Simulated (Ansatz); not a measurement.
## What DFT gives for YbCu3B2

```
Cu Yb B
1.0
     5.17926    0.00000    0.00000
    -2.58963    4.48537    0.00000
     0.00000    0.00000    3.13769
Cu Yb B
3 1 2
Direct
  0.50000 0.00000 0.50000
  0.50000 0.50000 0.50000
  0.00000 0.50000 0.50000
  0.00000 0.00000 0.00000
  0.33330 0.66670 0.00000
  0.66660 0.33330 0.00000
```

Level: r2SCAN, with U_eff = 2.94 eV on Yb f (all-electron-ortho-atomic projectors), collinear spin; 500 eV; 5×5×8 Γ-centred mesh; fermi-dirac occupations (width 0.0123 eV); Ansatz 0.2.0, fixed geometry.

The state carries no moments; the state need not be the lowest.

(1) Describe some of the short contacts.

(2) Is the cell too large or too small?

(3) Which element gives electrons and which takes them?

(4) Metal or insulator?

Origin: a known structure type with other elements, at an estimated volume, so it need not be a known compound.

Results:

(1) Cu–B at 2.17 Å: least valence density 0.46 e/Å³ and ELF 0.46 there. Yb–B at 2.99 Å: least valence density 0.14 e/Å³ and ELF 0.10 there. Yb–Cu at 3.03 Å: least valence density 0.15 e/Å³ and ELF 0.13 there. These are pseudo-fields; inside the PAW spheres they differ from the all-electron ones.

(2) The pressure is -4.0 GPa (compression positive), so with the atoms held at these fractions the cell would first shrink.

(3) Bader charges in e: Yb +1.30, Cu -0.12, B -0.47. In the mean Yb gives up most and B takes most.

(4) It is a metal, with about 3.7 states/eV a cell as the mean within 0.25 eV of the Fermi level, mostly B p (26 %), Yb d (26 %) and Yb f (14 %).
